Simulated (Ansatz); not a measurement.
## Br-81 nuclear quadrupole resonance in CsPbBr₃

Cell: a measured structure from the Crystallography Open Database (COD) whose atoms were relaxed with PBE, the cell held.

Space group Pnma (No. 62); a = 8.2440, b = 11.7351, c = 8.1982 Å.

| site | Wyckoff | site symmetry | x | y | z |
| --- | --- | --- | --- | --- | --- |
| Cs | 4c | .m. | 0.5626 | 0.2500 | 0.0140 |
| Pb | 4a | -1 | 0.0000 | 0.5000 | 0.0000 |
| Br9 | 8d | 1 | 0.3013 | 0.4602 | 0.1980 |
| Br17 | 4c | .m. | 0.0044 | 0.7500 | 0.0766 |

One atom of each set is listed.

All values are calculated (Ansatz; DFT, PBE, plane waves and PAW, scalar-relativistic, 420 eV cutoff, Γ-centred 4×3×4 k-points, Fermi–Dirac smearing 0.02 eV), not measured.

Br-81: I = 3/2, Q = 257.9 mb (year-2017 value). Static lattice, zero field.

Problem. At which frequencies do the Br-81 NQR lines lie?

Solution. For I = 3/2 there is one line, ν = (|C_Q|/2)(1 + η²/3)^½.

| site | atoms | V_zz (10²¹ V/m²) | C_Q (MHz) | η | line frequencies (MHz) |
| --- | --- | --- | --- | --- | --- |
| Br9 | 8 | 19.92 | 124 | 0.03 | 62.1 |
| Br17 | 4 | 20.8 | 130 | 0.13 | 65.0 |

Problem. And for Br-79 (I = 3/2, Q = 308.7 mb) on Br17?

Solution. C_Q scales with Q to 155 MHz, with lines at 77.8 MHz.

At Br9 and Br17 V_zz runs parallel to the line that joins its two neighbours (within 2°) in each case.

Without spin–orbit coupling the gradients at and beside Pb can be off by some per cent, at some sites by more.

The relaxation (6 steps) took 7.8 min of wall time (15 min of CPU time) and 2.1 GiB at its peak, on 2 threads of Arm Neoverse N1 (aarch64; 8 cores open to the job, memory cap 5.0 GiB, no GPU), a shared host with a load of 0.7 a core.
